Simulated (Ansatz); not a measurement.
Input:

Mo2C:
```yaml
crystal:
  lattice:
    - [3.02957, 0.00000, 0.00000]
    - [-1.51479, 2.62368, 0.00000]
    - [0.00000, 0.00000, 4.62706]
  atoms:
    - { symbol: Mo, position: [0.33333, 0.66667, 0.24934] }
    - { symbol: Mo, position: [0.66667, 0.33333, 0.75066] }
    - { symbol: C, position: [0.00000, 0.00000, 0.50000] }
```

This is the PBEsol-relaxed structure.

Task: All from DFT-PBEsol in the program Ansatz with PAW potentials, unless another level is named. Predict the electronic character.

Result: metallic (no gap).

Task: Predict the density of states at the Fermi level.

Result: 0.46 states/eV per atom (mean over ±0.08 eV).

Task: And the formation energy from the elements (no fitted shifts)?

Result: -0.13 eV/atom.

Task: What about the gap with spin–orbit coupling?

Result: none (metallic).

Space group P-3m1. The first step of the workflow began from a Materials Project structure, measured or hypothetical; the Crystallography Open Database copy checked does not list it. COD files the formula under space group No. 60, so this cell is another polymorph or a model. Its standing as an ambient phase is unchecked. Symmetry was held in the PBEsol relaxation; of distortions, only those at the zone centre were tested. No spin polarisation was allowed. The references are the lowest solids computed at this level, not always the standard phases. Scalar-relativistic: spin–orbit coupling is off unless named, which matters more the heavier the elements.

Potentials: the later of the program's two PAW sets.
